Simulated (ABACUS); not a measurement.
Worked example: self-consistent single point of TiSi₂ (Cmcm, 12 atoms in the cell; from Materials Project mp-1077503, changed as shown) in ABACUS.

Level of theory: PBE, numerical atomic orbitals DZP (confined pseudo-atomic orbitals with Gaussian additions; energy shift 0.01 Ry), PseudoDojo 0.5 standard norm-conserving PBE (tails mended) pseudopotentials in ABACUS.

The change in words: lattice scaled by 0.98. Reference geometry (Cmcm):
```
CELL_PARAMETERS angstrom
      3.53021     0.00000     0.00000
      0.00000    13.51856     0.00000
      0.00000     0.00000     3.56517
ATOMIC_POSITIONS crystal
  Ti 0.50000 0.60312 0.75000
  Ti 0.00000 0.89688 0.25000
  Ti 0.00000 0.10312 0.75000
  Ti 0.50000 0.39688 0.25000
  Si 0.50000 0.94175 0.75000
  Si 0.00000 0.55825 0.25000
  Si 0.00000 0.75031 0.75000
  Si 0.50000 0.74969 0.25000
  Si 0.00000 0.44175 0.75000
  Si 0.50000 0.05825 0.25000
  Si 0.50000 0.25031 0.75000
  Si 0.00000 0.24969 0.25000
```

Reference input (self-consistent single point, DFT, PBE, numerical atomic orbitals DZP (confined pseudo-atomic orbitals with Gaussian additions; energy shift 0.01 Ry), PseudoDojo 0.5 standard norm-conserving PBE (tails mended) pseudopotentials): basis = DZP numerical atomic orbitals, energy shift 0.01 Ry; KPT = Gamma 6 2 6 0 0 0; basis_type = lcao; ecutwfc = 100 Ry; smearing_method = fd; smearing_sigma = 0.00367493 Ry; potentials = PseudoDojo 0.5 standard norm-conserving PBE (tails mended); symmetry = 1; ks_solver = genelpa; scf_nmax = 100; scf_thr = 1.0e-07; mixing_type = broyden. This run's input differs from it in these lines:

```diff
@@ -28,8 +28,8 @@
 LATTICE_CONSTANT
-6.67113
+6.537708
 
 LATTICE_VECTORS
-   1.0000000094    0.0000000000    0.0000000000
-   0.0000000000    3.8293926215    0.0000000000
-   0.0000000000    0.0000000000    1.0099031030
+   0.9999999754    0.0000000000    0.0000000000
+   0.0000000000    3.8293923279    0.0000000000
+   0.0000000000    0.0000000000    1.0099031260
```

Output (repeated stretches shortened):

```
 SELF-CONSISTENT
 -------------------------------------------

                  longest orb rcut (Bohr) = 8
   longest nonlocal projector rcut (Bohr) = 1.94
                     search radius (Bohr) = 19.9

                          real space grid = [ 45, 160, 45 ]

                                 init_chg = atomic

 LCAO ALGORITHM --------------- ION=   1  ELEC=   1--------------------------------

 Density error is 0.0528642291267
 E_KohnSham     -542.8807369635      -7386.2713571432
 E_Fermi        1.0337958861         14.0655146202

 LCAO ALGORITHM --------------- ION=   1  ELEC=   2--------------------------------

   [... lines left out ...]

   [... 7 blocks of this kind left out ...]

 LCAO ALGORITHM --------------- ION=   1  ELEC=  10--------------------------------

 Density error is 5.07553822674e-07
 E_KohnSham     -542.9066985299      -7386.6245823754
 E_Fermi        1.0263562060         13.9642925790

 LCAO ALGORITHM --------------- ION=   1  ELEC=  11--------------------------------

 Density error is 4.49460815713e-08
 E_KohnSham     -542.9066985299      -7386.6245823748
 E_KS(sigma->0) -542.9055625967      -7386.6091272102
 E_entropy(-TS) -0.0022718665        -0.0309103292
 E_Fermi        1.0263563159         13.9642940751
 charge density convergence is achieved
 final etot is -7386.6245824 eV
 EFERMI = 13.964294075 eV

 STATE ENERGY(eV) AND OCCUPATIONS    NSPIN == 1
   [... 47 lines left out ...]

 TOTAL-FORCE (eV/Angstrom)
                       Ti1         0.0000000000        -0.2827274083         0.0000000000
                       Ti2         0.0000000000         0.2827053097         0.0000000000
                       Ti3         0.0000000000        -0.2827053097         0.0000000000
                       Ti4         0.0000000000         0.2827274083         0.0000000000
                       Si1         0.0000000000        -0.4979216700         0.0000000000
                       Si2         0.0000000000         0.4974082371         0.0000000000
                       Si3         0.0000000000         0.0365901042         0.0000000000
   [... lines left out ...]

 TOTAL-STRESS (KBAR)
       135.6464654001         0.0000000000         0.0000000000
         0.0000000000       112.6411686999         0.0000000000
         0.0000000000         0.0000000000       148.3268870622
 TOTAL-PRESSURE: 132.204840 KBAR

 --------------------------------------------
 !FINAL_ETOT_IS -7386.6245823748286057 eV
 --------------------------------------------
```

The run converged in 11 iterations. Against the reference run the free energy goes up by 40.9 meV/atom, the pressure goes from 3.03 to 13.22 GPa and the largest force goes from 0.259 to 0.498 eV/Å.

The atom-centred basis is finite, which shifts total energies, pressures and forces against plane waves. The structure comes from a collection of computed structures, made at another level of theory; the collection holds predicted forms beside known ones. No clean gap shows at this smearing width and mesh (spacing up to 0.30 Å⁻¹); the mesh is coarse for partly filled bands, so the values carry mesh errors.

Cost on one core: very roughly 90 core-seconds.

The atomic orbitals were generated for these runs; they are not ABACUS's published sets and were checked against plane waves on a few crystals only.

“Tails mended”: in these copies of the files the far tail of each local potential was reset to the Coulomb form.
